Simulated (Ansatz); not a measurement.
Si, DFT, LDA, all-electron PAW with datasets made for the crystal, scalar-relativistic (Ansatz 0.2.0), run on 1 thread of Intel(R) Xeon(R) 6975P-C (Granite Rapids) on a shared host.

The geometry is COD entry 9011656, unchecked; take it as a test cell. The listed cell was then made from it by scaling, straining or moving an atom.

Command: `ansatz run input.yaml --threads 1 --pin off --max-ram 3072MiB --backend cpu --events-out ev --progress --plain --runs-dir out`

```yaml
crystal:
  lattice:
    - [-2.251, 2.3685, 1.31325]
    - [2.251, -2.3685, 1.31325]
    - [2.251, 2.3685, -1.31325]
  atoms:
    - { symbol: Si, position: [0.807, 0.557, 0.25] }
    - { symbol: Si, position: [0.193, 0.443, 0.75] }
kpoints:
  mp_grid: { grid: [16, 16, 16] }
scf:
  occupations: { method: fermi_dirac, width: 0.05 }
hamiltonian:
  xc: lda
  pseudopotentials: { kind: all_electron, datasets: crystal }
output:
  forces: true
  stress: true
  eigenvalues: true
  efg: { contact_densities: true }
```

How large is the problem that the program sets up?

621 irreducible k-points, 167 plane waves at Γ, 10 bands.

Estimate the wall time and the peak memory.

11 s of wall time for 6 SCF iterations, with a peak of 0.51 GiB. Times on shared machines scatter by tens of per cent.

And the same cell and mesh by PAW with the default files, asked for forces, stress, eigenvalues, efg, on the same hardware?

4.2 s, peak memory 0.46 GiB.
